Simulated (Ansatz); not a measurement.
Phonons of ZnCu (CsCl type) at Γ, X = (0.5, 0.0, 0.0), M = (0.5, 0.5, 0.0), R = (0.5, 0.5, 0.5).

ZnCu (CsCl type)

```yaml
crystal:
  lattice:
    - [2.96382, 0.00000, 0.00000]
    - [0.00000, 2.96382, 0.00000]
    - [0.00000, 0.00000, 2.96382]
  atoms:
    - { symbol: Zn, position: [0.00000, 0.00000, 0.00000] }
    - { symbol: Cu, position: [0.50000, 0.50000, 0.50000] }
```

Calculation: PBE (plane waves to 420 eV, PAW, scalar-relativistic; Ansatz, a quantum-chemistry and plane-wave program). DFPT wavenumbers on a 16×16×16 k mesh, in cm⁻¹ and rounded to 5; i marks imaginary ones, q is in fractions of the reciprocal vectors of the cell shown, and the three acoustic modes at Γ are left out. The program warned that its band solver left a few bands short of their tolerance. ZnCu is run without spin polarisation. ZnCu was relaxed with its symmetry unable to fall.

| q | wavenumbers (cm⁻¹) |
|---|---|
| Γ | 195 (×3) |
| X = (0.5, 0.0, 0.0) | 140 (×2), 140 (×2), 150, 170 |
| M = (0.5, 0.5, 0.0) | 20 (×2), 145, 155, 220 (×2) |
| R = (0.5, 0.5, 0.5) | 135 (×3), 160 (×3) |

The structure shows no imaginary mode at these points (lowest 20 cm⁻¹ at M = (0.5, 0.5, 0.0)); other wave vectors were not tested.

Highest mode: 220 cm⁻¹ at M = (0.5, 0.5, 0.0).
